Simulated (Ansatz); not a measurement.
CaB₆ in space group Pm-3m (No. 221; Ca on 1a, B on 6f) under volume change, PBEsol in the plane-wave PAW code Ansatz, shape and atoms relaxed at each volume.

```
V (Å³/atom)  E − E(relaxed) (meV/atom)  P (GPa)
-----------  -------------------------  -------
9.139                             44.7    17.03
9.441                             18.9    10.55
9.742                              4.5     4.91
10.043                             0.0     0.00
10.345                             4.1    -4.26
10.646                            15.7    -7.99
10.947                            33.8   -11.24
```

What does a third-order Birch–Murnaghan fit give for V₀, B₀ and B′?

V₀ = 10.04 Å³/atom, B₀ = 152 GPa, B′ = 3.6.

The cell was relaxed with PBEsol under the symmetry of its start; of distortions, only those at the zone centre were tested.

Potentials: the later of the program's two PAW sets.
